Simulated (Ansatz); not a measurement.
The elements of this relaxed trial crystal are hidden behind letters.

```
lattice vectors (Å)
   5.7085    0.0000    0.0000
  -2.8542    4.9437    0.0000
   0.0000    0.0000    3.0613
fractional positions
X 0.0000 0.0000 0.5000
Z 0.3333 0.6667 0.5000
Z 0.6667 0.3333 0.5000
```

Method: DFT PBE, scalar-relativistic, plane waves, PAW (Ansatz 0.2.0). Settings of the last relaxation (3-atom cell): 420 eV, 12×12×16 k points, Gaussian smearing of 0.10 eV, no spin polarisation.

| Property | Result |
| --- | --- |
| Space group | P6/mmm (No. 191) |
| Conventional cell | a = 5.708 Å, c = 3.061 Å |
| Volume per atom | 28.80 Å³ |
| Density | 6.89 g/cm³ |
| Formation energy | +0.10 eV/atom |
| Gap on the 12×12×16 mesh of the 3-atom cell | 0 eV (a metal) |

Energies are uncorrected and count from the elements' standard states at the same level.

Question: X is a p-block element of period 5 and Z is a p-block element of period 5. Which elements are they?

Answer: X = In, Z = Sb, so the formula is InSb2. Density times volume gives a mean mass of 6.89 × 28.80/1.6605 = 119.5 u per atom, and this set has 119.4 u. In is surrounded by 2 In at 3.06 Å and 6 Sb at 3.30 Å; around Sb lie 2 Sb at 3.06 Å, 3 In at 3.30 Å and 3 Sb at 3.30 Å. Other sets within the hints have nearly the same mass, so mass alone doesn't settle it; this one was computed.

These runs have no spin–orbit coupling, which can matter for Sb. Symmetry constrained the relaxation, so the result can be a saddle point. Another cell of InSb2 relaxed alike, in P4/mmm, lies 29 meV/atom lower, so this cell isn't the stable form at this level.
